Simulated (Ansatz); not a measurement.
ZrN:
```yaml
crystal:
  lattice:
    - [0.00000, 2.26259, 2.26259]
    - [2.26259, 0.00000, 2.26259]
    - [2.26259, 2.26259, 0.00000]
  atoms:
    - { symbol: Zr, position: [0.50000, 0.50000, 0.50000] }
    - { symbol: N, position: [0.00000, 0.00000, 0.00000] }
```

This is the LDA-relaxed structure.

Problem. All from DFT-LDA in the program Ansatz with PAW potentials, unless another level is named. Give the electronic character.

Solution. metallic (no gap).

Problem. What about the formation energy from the elements (no fitted shifts)?

Solution. -203 kJ/mol-atom.

Problem. Next, the density of states at the Fermi level?

Solution. 0.32 states/eV per atom (mean over ±0.08 eV).

Space group Fm-3m (rock salt). Symmetry was held in the LDA relaxation; of distortions, only those at the zone centre were tested. The run is not spin-polarised. With an odd number of electrons in the cell and no spin polarisation, the count alone makes it a metal. The references are the lowest solids computed at this level, not always the standard phases (solids in place of the gases). Spin–orbit coupling is left out wherever it is not named.

Potentials: the earlier of the program's two PAW sets.
